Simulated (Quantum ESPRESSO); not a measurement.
Band energies of SrBrOH

```
CELL_PARAMETERS angstrom
      5.54108    -2.16929     0.00000
      5.54108     2.16929     0.00000
     -2.14818     0.00000     7.11983
ATOMIC_POSITIONS crystal
  H  0.94395 0.94395 0.61897
  H  0.05605 0.05605 0.38103
  O  0.85300 0.85300 0.59598
  O  0.14700 0.14700 0.40402
  Br 0.61190 0.61190 0.82658
  Br 0.38810 0.38810 0.17342
  Sr 0.69834 0.69834 0.27620
  Sr 0.30166 0.30166 0.72380
```

LDA (pw.x of Quantum ESPRESSO, ONCV potentials, scalar-relativistic); path ΓYFLI,I1ZF1,YX1,XΓN,MΓ; energies in eV from the valence-band maximum.

```csv
k (1/Å),point,band 20,band 21,band 22,band 23,band 24,band 25,band 26,band 27
0.00,Γ,-0.94,-0.48,-0.37,-0.15,0.00,3.95,6.28,6.50
0.45,,-0.85,-0.40,-0.39,-0.24,-0.07,5.25,5.58,6.52
0.91,Y,-0.59,-0.56,-0.56,-0.34,-0.17,5.19,6.10,6.39
1.34,F,-0.73,-0.67,-0.44,-0.19,-0.02,4.51,5.83,6.46
1.93,,-0.71,-0.45,-0.30,-0.21,-0.16,5.29,5.90,6.36
2.13,L,-0.66,-0.50,-0.22,-0.18,-0.15,5.46,5.49,6.71
2.35,,-0.67,-0.58,-0.32,-0.27,-0.19,5.74,5.82,6.56
2.79,I,-0.76,-0.56,-0.56,-0.45,-0.39,5.66,5.85,6.74
2.79,I1,-0.76,-0.56,-0.56,-0.45,-0.39,5.66,5.85,6.74
3.18,,-0.98,-0.86,-0.53,-0.36,-0.12,5.75,5.93,6.34
3.58,Z,-0.89,-0.77,-0.43,-0.27,-0.07,5.23,5.44,6.17
3.94,,-0.82,-0.38,-0.32,-0.23,-0.14,5.31,5.81,6.37
4.49,F1,-0.73,-0.67,-0.44,-0.19,-0.02,4.51,5.83,6.46
4.49,Y,-0.59,-0.56,-0.56,-0.34,-0.17,5.19,6.10,6.39
4.70,,-0.72,-0.44,-0.40,-0.38,-0.29,5.48,6.12,6.37
4.92,X1,-0.70,-0.50,-0.49,-0.32,-0.29,5.75,6.02,6.45
4.92,X,-0.70,-0.50,-0.49,-0.32,-0.29,5.75,6.02,6.45
5.43,,-0.82,-0.77,-0.55,-0.38,-0.32,5.66,6.04,6.46
5.77,,-0.87,-0.61,-0.32,-0.20,-0.18,4.25,6.43,6.44
5.93,Γ,-0.94,-0.48,-0.37,-0.15,0.00,3.95,6.28,6.50
6.10,,-0.88,-0.60,-0.34,-0.23,-0.11,4.25,6.23,6.53
6.62,,-0.77,-0.66,-0.46,-0.45,-0.32,5.60,6.06,6.38
6.79,N,-0.71,-0.62,-0.49,-0.47,-0.33,5.49,6.00,6.52
6.79,M,-0.79,-0.52,-0.49,-0.45,-0.38,5.70,6.11,6.43
7.10,,-0.80,-0.71,-0.60,-0.30,-0.26,5.47,6.01,6.43
7.57,Γ,-0.94,-0.48,-0.37,-0.15,0.00,3.95,6.28,6.50
```

The LDA gap is direct, 3.95 eV at Γ.

Spin-orbit splittings are left out.

Geometry of the Materials Project entry, not relaxed at this level.

The structure is a Materials Project entry; no match was found in the copy of COD used, and its stability was not checked.
